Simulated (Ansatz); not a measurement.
# What a trial cell of ScHBr₂ relaxes into

Method: DFT PBE, scalar-relativistic, plane waves, PAW (Ansatz 0.2.0). Cutoff 420 eV, Gaussian smearing, Γ-centred meshes. Cell and atoms relax on a converged mesh. The steps can't lower the symmetry of their start. No spin polarisation.

The guess for ScHBr₂ was made by a generator: ordered mixture on the anion sites of rhenium trioxide (P4/mmm, No. 123) (occupants of the shared sites, in ratio, Br: 2, H: 1). Its size is a rough estimate.

```xyz
4
Lattice="5.1921 0.0000 0.0000 0.0000 5.1921 0.0000 0.0000 0.0000 5.1921" Properties=species:S:1:pos:R:3 pbc="T T T"
Sc    0.0000    0.0000    0.0000
H     0.0000    0.0000    2.5961
Br    2.5961    0.0000    0.0000
Br    0.0000    2.5961    0.0000
```

Energies over the elements count from the elements' standard structures at the same level (H₂ as a molecule), with no fitted energy shifts. The references include crystalline Br.

Question: Which structure results?

Answer: The symmetry stays P4/mmm (No. 123). The volume per atom shrinks by 22.0 %, from 35.0 to 27.3 Å³. The shortest distance goes from 2.60 Å (Sc–Br and Sc–H) to 1.96 Å (Sc–H). The ratio c/a of the conventional cell changes by a factor of 0.75. The energy falls by about 0.30 eV/atom (the start's value is from the coarse mesh). Conventional cell: a = 5.272 Å, c = 3.929 Å. Sc is surrounded by 2 H at 1.96 Å and 4 Br at 2.64 Å; H is surrounded by 2 Sc at 1.96 Å; Br is surrounded by 2 Sc at 2.64 Å.

```yaml
crystal:
  lattice:
    - [5.27223, 0.00000, 0.00000]
    - [0.00000, 5.27223, 0.00000]
    - [0.00000, 0.00000, 3.92907]
  atoms:
    - { symbol: Sc, position: [0.00000, 0.00000, 0.00000] }
    - { symbol: H, position: [0.00000, 0.00000, 0.50000] }
    - { symbol: Br, position: [0.50000, 0.00000, 0.00000] }
    - { symbol: Br, position: [0.00000, 0.50000, 0.00000] }
```

Question: How does it come out in energy, and is it a metal?

Answer:

- Formation energy: −1.134 eV/atom
- Gap on the 6×6×8 mesh of the 4-atom cell: 1.72 eV

It lies below the elements, which doesn't yet make it stable against other compounds or structures.

The last run used Gaussian smearing of 0.02 eV. Kohn–Sham gaps at this level usually fall short of measured ones. The reference form of Br is held partly by dispersion forces, which this level lacks. With hydrogen, zero-point motion can shift formation energies by some tens of meV/atom. A structure relaxed within its symmetry needn't be a true minimum. In all, the 3 runs took 81 s on 1 thread of Arm Neoverse V1, with other jobs on the host.
